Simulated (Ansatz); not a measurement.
CuNi₃N (anti-perovskite, Pm-3m), r²SCAN in the plane-wave PAW code Ansatz, all energies at zero smearing, with the estimated change up to a 700 eV cutoff added, with one set of potentials and settings (totals compare only within such a set). Cell of 5 atoms (1 Cu, 3 Ni, 1 N): -24552.031 eV.

```csv
element,reference phase,E (eV/atom)
Cu,"Fm-3m, 1 atoms in the cell",-6631.2396
Ni,"Fm-3m, 1 atoms in the cell, spin-polarised",-5845.2912
N,"Pa-3, 8 atoms in the cell",-384.8315
```

Formation energy per atom, worked out: (-24552.031 − 1×(-6631.2396) − 3×(-5845.2912) − 1×(-384.8315))/5 = -0.017 eV/atom (-2 kJ per mol of atoms), at 0 K, without zero-point energy or fitted corrections.

The workflow started from a Materials Project entry (that database holds measured and hypothetical structures alike); the Crystallography Open Database copy checked does not list it. Whether it is the stable phase at ambient conditions was not checked. Symmetry was held in the r²SCAN relaxation; its stability against distortions is not shown here. Magnetic state: ferromagnetic, the only order run, not a proven ground state. Other orbital occupations within this spin state were not tried. No Hubbard U is applied. The references are the lowest solids computed at this level, not always the standard phases (solids in place of the gases).

Potentials: the later of the program's two PAW sets.
